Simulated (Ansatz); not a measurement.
GaP, first-principles data

GaP:
```yaml
crystal:
  lattice:
    - [3.19404, 0.00000, 0.00000]
    - [0.00000, 3.19404, 0.00000]
    - [0.00000, 0.00000, 3.19404]
  atoms:
    - { symbol: Ga, position: [0.00000, 0.00000, 0.00000] }
    - { symbol: P, position: [0.50000, 0.50000, 0.50000] }
```

Space group Pm-3m (No. 221), CsCl type; conventional cell a = 3.1940 Å, b = 3.1940 Å, c = 3.1940 Å, α = 90.00°, β = 90.00°, γ = 90.00°.

Method: the program Ansatz at the r²SCAN level (PAW). Geometry: relaxed at this level of theory. Other levels are named where they apply.

**Cell and energy**

```yaml
volume_per_atom: 16.29 Å³
density: 5.13 g/cm³
Formation energy from the elements (no fitted shifts): 0.46 eV/atom
```

**Electronic structure**

```yaml
electronic_character: metallic (no gap)
Density of states at the Fermi level: 0.47 states/eV per atom (mean over ±0.08 eV)
Gap with spin–orbit coupling: none (metallic)
```

**Mechanics**

```yaml
Bulk modulus (Birch–Murnaghan fit): 75.9 GPa
Pressure derivative B′: 4.9
Elastic constants (relaxed ions, GPa): C11 = 65.7, C12 = 82.1, C44 = 2.6
mechanical_stability: unstable (C has a negative eigenvalue)
```

**Charges**

```yaml
bader_charges: Ga +0.63, P -0.63 e
```

The cell is a constructed one: a structure type filled with these elements; neither database checked (COD, Materials Project) lists it. It is not the phase usual at ambient conditions (space group No. 216). The cell was relaxed with r²SCAN under the symmetry of its start. As this level gives no gap, shear constants depend on the k-mesh and smearing (Fermi–Dirac, 0.1 eV here). The references are the lowest solids computed at this level, not always the standard phases. Spin–orbit coupling is left out wherever it is not named.

Potentials: the earlier of the program's two PAW sets.
